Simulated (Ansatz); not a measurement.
The relaxed structure here is a generated cell of ZrS3: the first start was made by placing the elements on the sites of a structure type, and the end was not matched to a known phase here, so it may be hypothetical.

One starting cell of ZrS3 (a generated trial cell of ZrS3 in the AFLOW prototype AB3_mC16_12_g_ij (D0_15, as in AlCl3)) was relaxed twice with Ansatz (plane waves, PAW, scalar-relativistic): with r2SCAN at 500 eV and with PBE at 420 eV. The r2SCAN result:

```
CELL_PARAMETERS angstrom
      3.29555    -5.41149     0.00000
      3.29555     5.41149     0.00000
     -0.26331     0.00000     5.07324
ATOMIC_POSITIONS crystal
  Zr 0.83858 0.16142 0.00000
  Zr 0.16142 0.83858 0.00000
  S  0.24355 0.24355 0.13069
  S  0.75645 0.75645 0.86931
  S  0.90448 0.52310 0.33996
  S  0.47690 0.09552 0.66004
  S  0.09552 0.47690 0.66004
  S  0.52310 0.90448 0.33996
```

```
quantity                          r2SCAN     PBE
--------------------------------  ------  ------
space group                         C2/m    C2/m
volume (Å³/atom)                   22.62   22.73
a (Å)                              6.591   6.621
b (Å)                             10.823  10.736
c (Å)                              5.080   5.122
gap (eV, no spin-orbit coupling)    1.00    0.79
```

Both levels end in the same structure; PBE's volume is within 0.5 % of r2SCAN's; its gap is 0.21 eV smaller. Neither column is exact.

No spin polarisation in the result.

The run could not lose the symmetry of its start, so the end can be a saddle point.

Ansatz is a quantum-chemistry and plane-wave program.
